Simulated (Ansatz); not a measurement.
An Ansatz input:

```yaml
crystal:
  lattice:
    - [3.087336306, 0.0, 0.0]
    - [0.0, 3.087336306, 0.0]
    - [0.0, 0.0, 3.087336306]
  atoms:
    - { symbol: Pd, position: [0.0, 0.0, 0.0], spin: 0.5 }
    - { symbol: Pd, position: [0.5, 0.5, 0.5], spin: -0.5 }
hamiltonian:
  xc: mr2scan
  pseudopotentials:
    kind: paw
    azcp:
      Pd: "pseudopotentials/Pd.paw.azcp"
basis:
  ecutwfc: 500
  fft_grid_basis: typed
kpoints:
  mp_grid: { grid: [10, 10, 10], shift: [0, 0, 0] }
magnetization:
  spin_polarized: true
scf:
  occupations: { method: fermi_dirac, width: 0.05 }
relax:
  max_steps: 60
  f_tol: 0.01
  cell: {}
```

and its output:

```
Engine: ansatz 0.2.0, aarch64-unknown-linux-gnu
Pseudopotentials: kind: paw
Pseudopotential: Pd, paw, valence charge 18, recommended cutoff 500 eV (meta_gga) 
Functional definition: m-r2SCAN
  exchange = m_r2scan_x
  correlation = m_r2scan_c
Crystal: 2 atoms, lattice volume = 29.427 Å³
Basis set: ecut = 500 eV, 739 PW (Γ), exchange–correlation on 96×96×96 points (64 copies of the dense FFT grid, shifted against one another)
Bands: 23, of which v1, the nominal top of the filled ones, is band 18 counted from 1 (17 counted from 0)
Symmetry: 48 space group operations
Space group: Pm-3m (ITA 221), of the structure as read, at distance tolerance 3.1e-5 Å
Magnetic group: BNS 221.97 (UNI 1599), of the structure as read, at distance tolerance 3.1e-5 Å
k-points: 56 of 1000
Non-local potential: Pd, projectors of the file, l = 0: 2, l = 1: 2, l = 2: 2, l = 3: 1
PAW form: soft (Blöchl's): semilocal exchange-correlation on the pseudo side does not see the compensation charge
PAW frozen core: Pd, regenerated for the run's functional (the file was generated under x = pbe(κ = 0.804, μ = 0.2195149727645171), c = pbe(β = 0.06672455060314922))
PAW one-centre angular grid: Pd, 590 points (default); XC on 160 Gauss nodes
Initial density: superposition of atomic densities (chi_scale 0.1, normalization cell)
Starting moments: Σ|m| = 1 μB on 2 of 2 sites
Starting magnetic order: antiferromagnet; a translation exchanges its spin sublattices: spin-degenerate at every k-point
Initial wavefunctions: pseudopotential atomic-orbital guess
Functional: x = mr2scan, c = mr2scan; τ floored in thin density (d = 2e-4 eV/Å³)
SCF iter   1: F=—  HF=-13972.466119 eV  |F-HF|=—  |Δ(HF+E_count)|=         —  Δρ=7.10e-2 (↑7.10e-2 ↓7.10e-2)  dr2=4.84e0  dr2_τ=3.15e-2  dr2_m=2.13e-1  M=0.000 μB ∫|m|=0.229 μB  β_m=0.30  ethr=3.10e-3  ⟨swp⟩=5.3  Hψ=5191  notcnv=0
SCF iter   2: F=—  HF=-13971.597383 eV  |F-HF|=—  |Δ(HF+E_count)|=   8.69e-1  Δρ=4.42e-2 (↑4.42e-2 ↓4.42e-2)  dr2=1.70e0  dr2_τ=2.18e-2  dr2_m=1.26e-1  M=0.000 μB ∫|m|=0.177 μB  β_m=0.30  ethr=3.10e-3  ⟨swp⟩=2.6  Hψ=2530  notcnv=0  defer=19  κ⁻¹=1.0e0(r=1)
SCF iter   3: F=—  HF=-13971.287848 eV  |F-HF|=—  |Δ(HF+E_count)|=   3.10e-1  Δρ=1.99e-2 (↑1.99e-2 ↓1.99e-2)  dr2=6.04e-2  dr2_τ=9.74e-3  dr2_m=7.59e-2  M=0.000 μB ∫|m|=0.128 μB  β_m=0.30  ethr=3.10e-3  ⟨swp⟩=2.1  Hψ=2082  notcnv=0  defer=19  κ⁻¹=2.4e-3(r=2)
SCF iter   4: F=—  HF=-13971.370701 eV  |F-HF|=—  |Δ(HF+E_count)|=   8.29e-2  Δρ=1.30e-2 (↑1.30e-2 ↓1.30e-2)  dr2=2.26e-3  dr2_τ=7.59e-4  dr2_m=4.44e-2  M=0.000 μB ∫|m|=0.098 μB  β_m=0.30  ethr=1.68e-4  ⟨swp⟩=3.1  Hψ=2889  notcnv=0  defer=24  κ⁻¹=1.3e-5(r=3)
SCF iter   5: F=—  HF=-13971.381152 eV  |F-HF|=—  |Δ(HF+E_count)|=   1.05e-2  Δρ=9.87e-3 (↑9.87e-3 ↓9.87e-3)  dr2=5.05e-4  dr2_τ=4.04e-4  dr2_m=2.60e-2  M=0.000 μB ∫|m|=0.076 μB  β_m=0.30  ethr=6.27e-6  ⟨swp⟩=2.0  Hψ=2524  notcnv=0  defer=24  κ⁻¹=6.3e-6(r=4)
SCF iter   6: F=—  HF=-13971.385217 eV  |F-HF|=—  |Δ(HF+E_count)|=   4.07e-3  Δρ=7.52e-3 (↑7.52e-3 ↓7.52e-3)  dr2=7.12e-6  dr2_τ=2.16e-4  dr2_m=1.53e-2  M=0.000 μB ∫|m|=0.058 μB  β_m=0.30  ethr=1.40e-6  ⟨swp⟩=2.2  Hψ=2033  notcnv=0  defer=24  κ⁻¹=2.9e-8(r=5)
SCF iter   7: F=—  HF=-13971.387647 eV  |F-HF|=—  |Δ(HF+E_count)|=   2.43e-3  Δρ=5.77e-3 (↑5.77e-3 ↓5.77e-3)  dr2=7.10e-6  dr2_τ=1.24e-4  dr2_m=8.96e-3  M=0.000 μB ∫|m|=0.045 μB  β_m=0.30  ethr=1.98e-8  ⟨swp⟩=2.8  Hψ=2343  notcnv=0  defer=24
...
SCF iter   7: F=-13971.398900 eV  HF=-13971.398900 eV  |F-HF|=3.64e-12  |Δ(HF+E_count)|=  4.51e-10  Δρ=4.10e-8 (↑4.10e-8 ↓4.10e-8)  dr2=5.46e-13  dr2_τ=3.20e-14  dr2_m=1.23e-15  M=0.000 μB ∫|m|=0.000 μB  ethr=1.00e-12  ⟨swp⟩=2.9  Hψ=5322  notcnv=0
the starting moments were not kept: the SCF closed with an absolute magnetisation of 2.2e-8 μB, where they sum to 1 μB in size (2 sites). That is at most 0.1 of that sum. Measured as dr2_m measures the in/out step, that magnetisation stands 1.2e-16 eV from none, at or under the dr2_threshold of 2.0e-11 eV: it is no larger than a step whose dr2_m would equal this threshold.
SCF 5 converged in 7 iterations: F = -13971.398900 eV  dr2 = 5.46e-13
relax step   5: F+E_penalty+E_count = -13971.39890039 eV  Δ(F+E_penalty+E_count) = -1.272e-3 eV  max|allowed force component| = 0.000e0 eV/Å  Δτ_max = 0.0000 Å  P = +0.024 GPa  Ω = 30.052 Å³  stress off target by 2.39e-2 GPa  SCF on the basis re-selected at this cell (its energy is not comparable with the rows above)  (7 SCF iters)
basis re-selected at this cell: Δ(F+E_penalty+E_count) = -1.272e-3 eV, ΔP = +0.022 GPa vs the last step (what re-selecting the basis moved, of the pressure what is left beyond the Pulay correction that the steps carried, after the strain that the cell walked since its last selection, with what the two solves' SCF thresholds leave and, on support functions, any second-order correction that the steps lacked; it is no measure of the basis error at this ecutwfc). This SCF's stress stands 2.39e-2 GPa from its target on what of the cell is left free (relax.cell.stress_tol is 5.00e-2 GPa) and its largest allowed force component is 0.00e0 eV/Å (relax.f_tol is 1.00e-2 eV/Å): within both
SCF converged after 7 iterations
Stability not checked: this state was not tested for a lower state beside it, because the mixer in use, unlike msr1, does not test its closes by its own steps (another_mixer; see scf.mixing.algorithm and scf.lower_state_search)
Magnetization: 0.0000 μB (18.0000 up, 18.0000 down)
Absolute magnetization: 0.0000 μB (∫|ρ↑−ρ↓|, with the PAW one-centre terms)
Spin contamination: 0.0000 ħ² per cell (⟨S²⟩ above its minimum at these occupations)
Per-site moments (μB) at R_I (Å): [(1.0397831725438033e-8, 1.1106574078328315), (-1.0397831725438033e-8, 1.1106574078328315)]
Free energy (F): -13971.398900 eV
Harris-Foulkes:  -13971.398900 eV  (|F-HF|=3.64e-12)
Internal energy: -13971.380397 eV  (E = F + TS)
E sigma→0 (E₀):  -13971.389649 eV
Entropy (-TS):   -0.018503 eV (-9.252 meV/atom)
Fermi energy:    19.096950 eV
--- Per-component energies (eV) ---
  E_band       = -323.173751
  E_kinetic    = 1030.907501
  E_local      = -3558.783734  (includes V_loc(G=0)·N_el)
  E_nonlocal   = 435.686408
  E_hartree    = 1447.720354
  E_xc         = -320.418740
  E_vxc        = -464.608063  (∫ρ·V_xc dr)
  E_paw        = -7544.474863  (= ΣΔE_a)
  E_vpaw       = -695.946204  (= ΣTr[D̂ρ^β])
  E_aug_tail   = 0.000223  (compensation charges beyond the density's cutoff)
  E_vtau       = 34.129373  (kinetic-family band-sum trace: ∫τ·v_τ [+ j·A + Jᵃ·Aᵃ] dr)
  E_ewald      = -5461.113373
  E_core_change = -0.904173  (= ΣΔE_core)
  E_smearing   = -0.018503  (= −TS)
  E_closure    = 0.000000  (closes the sum)
  Σ components = -13971.398900   (vs F -13971.398900, Δ=0.00e0)
--- Forces (eV/Å), atoms counted from 1 ---
  atom   1  Pd     0.00000000     0.00000000    -0.00000000
  atom   2  Pd     0.00000000     0.00000000     0.00000000
  max |Σ_I F_I| component: 1.89e-29 eV/Å
--- Stress (GPa, compression-positive) ---
        0.023858       0.000000      -0.000000
        0.000000       0.023858      -0.000000
       -0.000000      -0.000000       0.023858
  P = ⅓ Tr σ = 0.0239 GPa (0.239 kbar)
--- Relaxed structure (4 steps of the walk, 4 accepted, 1 SCFs on fresh bases) ---
  F+E_penalty+E_count = -13971.39890039 eV   max|allowed force component| = 0.000e0 eV/Å   (the final SCF, on the basis selected at the relaxed cell)
  cell:  # Å, volume = 30.0522 Å³
    - [3.109034440677514, 2.784129906346037e-53, 6.620384183831124e-35]
    - [2.784129906346037e-53, 3.109034440677514, -4.81482486096809e-35]
    - [6.620384183831124e-35, -4.81482486096809e-35, 3.109034440677514]
  atoms:
    - { symbol: Pd, position: [0.0, 0.0, 0.0] }
    - { symbol: Pd, position: [0.5, 0.5, 0.5] }
```

Command:

```sh
ansatz run input.yaml --threads 2 --pin off --max-ram 5120MiB --backend cpu --events-out ev --progress --plain --runs-dir out
```

On 2 threads of Arm Neoverse V2 (shared host) this took about 13 s of wall time and 24 s of CPU time.
